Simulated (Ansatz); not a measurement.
ZrRu (CsCl type, space group No. 221), a = b = c = 3.232 Å, α = β = γ = 90.00°.

Relaxed with PBEsol.

### Question
Tabulate the valence density and the electron localisation function along the shortest Ru–Ru contact (3.23 Å), the program Ansatz at the PBEsol level (PAW).

### Answer


```
distance from Ru (Å)  density (e/Å³)   ELF
--------------------  --------------  ----
0.32                            8.78  0.53
0.48                            6.34  0.63
0.65                            3.62  0.56
0.81                            1.62  0.36
0.97                            0.69  0.20
1.13                            0.40  0.17
1.29                            0.29  0.25
1.45                            0.25  0.38
1.62                            0.24  0.44
1.78                            0.25  0.38
1.94                            0.29  0.25
2.10                            0.40  0.17
2.26                            0.69  0.20
2.42                            1.62  0.36
2.59                            3.62  0.56
2.75                            6.34  0.63
2.91                            8.78  0.53
```

The density is the valence pseudo-density with augmentation charge, so density and ELF within about 1 Å of a nucleus are not all-electron values.

Space group Pm-3m (CsCl type). The workflow started from an entry of the Crystallography Open Database (COD). Its standing as an ambient phase is unchecked. The PBEsol relaxation kept the symmetry of its start; whether a distortion lowers the energy is not shown. The run is not spin-polarised.

Potentials: the later of the program's two PAW sets.
